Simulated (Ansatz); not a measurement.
In PBEsol (plane waves, PAW; program Ansatz), W in the cubic phase (Fd-3m; W on 8a, W on 16d) relaxes to a = 7.317 Å.

Electronic character: metallic (no gap).

The start of the workflow was typed in or built on a structure type; neither database checked (COD, Materials Project) lists it. It is not the phase usual at ambient conditions (space group No. 229). The cell was relaxed with PBEsol under the symmetry of its start; whether a distortion lowers the energy is not shown. No spin polarisation was allowed. Scalar-relativistic: spin–orbit coupling is off unless named, which matters more the heavier the elements.

Potentials: the later of the program's two PAW sets.
